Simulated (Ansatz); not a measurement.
Here is the system:

YTaN3:
```xyz
10
Lattice="2.8096 1.6221 4.6785 -2.8096 1.6221 4.6785 0.0000 -3.2442 4.6785" Properties=species:S:1:pos:R:3 pbc="T T T"
Y      0.0000     0.0000     7.3457
Y      0.0000     0.0000     0.3280
Ta     0.0000     0.0000    11.1215
Ta     0.0000     0.0000     4.1038
N      2.3084    -0.0433     7.7940
N     -1.1167     2.0208     7.7940
N     -1.1917    -1.9775     7.7940
N     -1.6178    -0.3554     5.4547
N      0.5011     1.5788     5.4547
N      1.1167    -1.2234     5.4547
```

This is the r²SCAN-relaxed structure.

Problem. All from DFT-r²SCAN in the program Ansatz with PAW potentials, unless another level is named. Estimate the electronic character.

Solution. metallic (no gap).

Problem. Next, the density of states at the Fermi level?

Solution. 0.97 states/eV per atom (mean over ±0.08 eV).

Problem. Give the formation energy from the elements (no fitted shifts).

Solution. -1228 meV/atom.

Problem. Predict the gap with spin–orbit coupling.

Solution. none (metallic).

Space group R3c. The start of the workflow was typed in or built on a structure type; neither database checked (COD, Materials Project) lists it. Whether it is the stable phase at ambient conditions was not checked. The r²SCAN relaxation kept the symmetry of its start; its stability against distortions is not shown here. The run is not spin-polarised. The references are the lowest solids computed at this level, not always the standard phases (solids in place of the gases). Scalar-relativistic: spin–orbit coupling is off unless named, which matters more the heavier the elements.

Potentials: the earlier of the program's two PAW sets.
